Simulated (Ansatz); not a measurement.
Ansatz (a program for electronic structure) input:

Ansatz 0.2 input:
```yaml
crystal:
  lattice:
    - [2.4381218663, 1.4076503158, 4.1662721394]
    - [-2.4381218663, 1.4076503158, 4.1662721394]
    - [0.0, -2.8153006317, 4.1662721394]
  atoms:
    - { symbol: B, position: [0.0106159194, 0.6538248422, 0.0106159195] }
    - { symbol: B, position: [0.9893840806, 0.3461751578, 0.9893840806] }
    - { symbol: B, position: [0.0106159194, 0.0106159194, 0.6538248422] }
    - { symbol: B, position: [0.9893840806, 0.9893840806, 0.3461751578] }
    - { symbol: B, position: [0.6538248422, 0.0106159194, 0.0106159195] }
    - { symbol: B, position: [0.3461751578, 0.9893840806, 0.9893840806] }
    - { symbol: B, position: [0.2215925054, 0.6298004476, 0.2215925054] }
    - { symbol: B, position: [0.7784074946, 0.3701995524, 0.7784074946] }
    - { symbol: B, position: [0.2215925054, 0.2215925054, 0.6298004476] }
    - { symbol: B, position: [0.7784074946, 0.7784074946, 0.3701995524] }
    - { symbol: B, position: [0.6298004476, 0.2215925054, 0.2215925054] }
    - { symbol: B, position: [0.3701995524, 0.7784074946, 0.7784074946] }
kpoints:
  mp_grid: { grid: [6, 6, 6] }
basis: { xc_grid: 2 }
hamiltonian:
  xc: pbesol
  pseudopotentials: { azcp: { folder: ./paw }, kind: paw }
scf:
  occupations: { method: fixed }
output:
  optics: { e_range: [0.0, 15.0], de: 0.05, sigma: 0.1, bands: { spectra_wanted_up_to: 12 eV } }
```

Output (shortened):

```
output.optics: the spectra are integrated over the Brillouin zone by k·p interpolation around the k-points, where levels, occupations, output.optics.sigma and …
Pseudopotential: B, paw, valence charge 3
Functional definition: PBEsol
Crystal: 12 atoms, lattice volume = 85.792 Å³
Basis set: ecut = 420 eV, 1693 PW (Γ), exchange–correlation on 72×72×72 points (8 copies of the dense FFT grid, shifted against one another)
Bands: 30, of which v1, the nominal top of the filled ones, is band 18 counted from 1 (17 counted from 0)
Symmetry: 12 space group operations
Space group: R-3m (ITA 166), of the structure as read, at distance tolerance 4.4e-5 Å
k-points: 32 of 216
SCF iter   1: F=—  HF=-1836.366393 eV  |F-HF|=—  |Δ(HF+E_count)|=         —  Δρ=9.48e-2  dr2=1.18e1  ethr=3.10e-3  ⟨swp⟩=4.9  Hψ=4395  notcnv=0  defer=297
preconditioner: auto → none
SCF iter   2: F=—  HF=-1832.428410 eV  |F-HF|=—  |Δ(HF+E_count)|=    3.94e0  Δρ=3.51e-2  dr2=1.24e0  ethr=3.10e-3  ⟨swp⟩=3.1  Hψ=2080  notcnv=0  defer=295
SCF iter   3: F=—  HF=-1832.086466 eV  |F-HF|=—  |Δ(HF+E_count)|=   3.42e-1  Δρ=1.45e-2  dr2=2.03e-1  ethr=3.10e-3  ⟨swp⟩=2.8  Hψ=1794  notcnv=0  defer=298
SCF iter   4: F=—  HF=-1832.037041 eV  |F-HF|=—  |Δ(HF+E_count)|=   4.94e-2  Δρ=3.16e-3  dr2=1.30e-2  ethr=5.64e-4  ⟨swp⟩=2.1  Hψ=1250  notcnv=0  defer=316
SCF iter   5: F=—  HF=-1832.034137 eV  |F-HF|=—  |Δ(HF+E_count)|=   2.90e-3  Δρ=9.12e-4  dr2=3.61e-4  ethr=3.61e-5  ⟨swp⟩=2.2  Hψ=1579  notcnv=0  defer=316
SCF iter   6: F=—  HF=-1832.034275 eV  |F-HF|=—  |Δ(HF+E_count)|=   1.38e-4  Δρ=9.84e-5  dr2=3.39e-6  ethr=1.00e-6  ⟨swp⟩=2.4  Hψ=1419  notcnv=0  defer=316
SCF iter   7: F=—  HF=-1832.034282 eV  |F-HF|=—  |Δ(HF+E_count)|=   7.00e-6  Δρ=1.50e-5  dr2=7.00e-8  ethr=9.42e-9  ⟨swp⟩=2.0  Hψ=1289  notcnv=0  defer=307
SCF iter   8: F=—  HF=-1832.034282 eV  |F-HF|=—  |Δ(HF+E_count)|=   1.26e-7  Δρ=1.88e-6  dr2=1.19e-9  ethr=1.95e-10  ⟨swp⟩=2.0  Hψ=1251  notcnv=0  defer=307
SCF iter   9: F=-1832.034282 eV  HF=-1832.034282 eV  |F-HF|=1.05e-11  |Δ(HF+E_count)|=   1.43e-9  Δρ=1.17e-7  dr2=9.58e-12  ethr=1.00e-12  ⟨swp⟩=10.0  Hψ=5694  notcnv=0
SCF 1 converged in 9 iterations: F = -1832.034282 eV  dr2 = 9.58e-12
NSCF: frozen V_eff on 32 k-points
Optics k sum: 0 of 32 k-points
Optics k sum: 2 of 32 k-points
Optics k sum: 4 of 32 k-points
Optics k sum: 5 of 32 k-points
Optics k sum: 7 of 32 k-points
Optics k sum: 8 of 32 k-points
Optics k sum: 10 of 32 k-points
Optics k sum: 12 of 32 k-points
Optics k sum: 13 of 32 k-points
Optics k sum: 15 of 32 k-points
Optics k sum: 16 of 32 k-points
Optics k sum: 18 of 32 k-points
Optics k sum: 20 of 32 k-points
Optics k sum: 21 of 32 k-points
Optics k sum: 23 of 32 k-points
Optics k sum: 24 of 32 k-points
Optics k sum: 26 of 32 k-points
Optics k sum: 28 of 32 k-points
Optics k sum: 29 of 32 k-points
Optics k sum: 31 of 32 k-points
Optics k sum: 32 of 32 k-points
Optics k sum: 0 of 32 k-points
Optics k sum: 2 of 32 k-points
Optics k sum: 4 of 32 k-points
Optics k sum: 5 of 32 k-points
Optics k sum: 7 of 32 k-points
Optics k sum: 8 of 32 k-points
Optics k sum: 10 of 32 k-points
Optics k sum: 12 of 32 k-points
Optics k sum: 13 of 32 k-points
Optics k sum: 15 of 32 k-points
Optics k sum: 16 of 32 k-points
Optics k sum: 18 of 32 k-points
Optics k sum: 20 of 32 k-points
Optics k sum: 21 of 32 k-points
Optics k sum: 23 of 32 k-points
Optics k sum: 24 of 32 k-points
Optics k sum: 26 of 32 k-points
Optics k sum: 28 of 32 k-points
Optics k sum: 29 of 32 k-points
Optics k sum: 31 of 32 k-points
Optics k sum: 32 of 32 k-points
NSCF: frozen V_eff on 1 k-points
NSCF: frozen V_eff on 1 k-points
NSCF: frozen V_eff on 1 k-points
output.optics: what the bands over the 42 summed would add to eps1, eps2 and the energy-loss function is held between a lower and an upper bound (9 Lanczos …
SCF converged after 9 iterations
Free energy (F): -1832.034282 eV
Harris-Foulkes:  -1832.034282 eV  (|F-HF|=1.05e-11)
Internal energy: -1832.034282 eV  (E = F + TS)
E sigma→0 (E₀):  -1832.034282 eV
Fermi energy:    9.232176 eV
--- Per-component energies (eV) ---
  E_band       = 95.114098
  E_kinetic    = 604.684619
  E_local      = -325.279630  (includes V_loc(G=0)·N_el)
  E_nonlocal   = 94.087922
  E_hartree    = 109.800153
  E_xc         = -394.801851
  E_vxc        = -466.510676  (∫ρ·V_xc dr)
  E_paw        = -900.612399  (= ΣΔE_a)
  E_vpaw       = -31.468499  (= ΣTr[D̂ρ^β])
  E_aug_tail   = 0.000081  (compensation charges beyond the density's cutoff)
  E_ewald      = -1020.089707
  E_core_change = 0.176531  (= ΣΔE_core)
  E_smearing   =  0.000000  (= −TS)
  E_closure    = 0.000000  (closes the sum)
  Σ components = -1832.034282   (vs F -1832.034282, Δ=0.00e0)
  [band-id]    e_kinetic+e_local+e_nonlocal+2·e_hartree+e_vxc+e_vpaw+e_augmentation_tail = 95.114122   (vs E_band 95.114098, Δ=2.33e-5)
--- Band table (eV; the first three rows and the last of 32) ---
  k-point 0: bands = ["-7.1019", "-1.2842", "-1.0274", "-1.0274", "-0.0647", "0.6258", "0.6258", "0.9170", "2.5441", "2.8069", "2.8069", "3.5499", "4.6596", "4.6596", "7.7542", "8.3730", "8.3730", "8.8685", "10.5722", "13.7715", "13.7715", "13.9220", …
  k-point 1: bands = ["-6.9444", "-2.2125", "-1.3686", "-1.2797", "0.1076", "0.8403", "1.1891", "1.4646", "2.2911", "2.3549", "3.4789", "4.0407", "4.8674", "5.4112", "7.4665", "7.8794", "7.9667", "8.5285", "10.8317", "12.6899", "13.1995", "14.5046", …
  k-point 2: bands = ["-6.5254", "-3.5645", "-1.5975", "-1.4982", "-0.3105", "0.8440", "1.7400", "2.4947", "2.5110", "2.9459", "3.6130", "5.2156", "5.6576", "6.0005", "6.6659", "6.7997", "7.1279", "8.6023", "11.2259", "12.8146", "13.0685", "13.5636", …
  k-point 31: bands = ["-6.5353", "-3.5692", "-1.1783", "-1.1783", "-0.6842", "0.3383", "0.3383", "2.5704", "3.4329", "3.4329", "4.3053", "5.0846", "5.8906", "5.8906", "6.1301", "7.2740", "7.2740", "9.2322", "11.7469", "11.9655", "11.9655", "14.1705", …
```

Cost: around 30 core-seconds (rough) on shared cores.

Symmetry was held in the PBEsol relaxation.

Potentials: the earlier of the program's two PAW sets. The files were generated under PBE; for other functionals the program regenerates the frozen cores, and for LDA and PBEsol the local potential too.

Ansatz is a plane-wave DFT program.
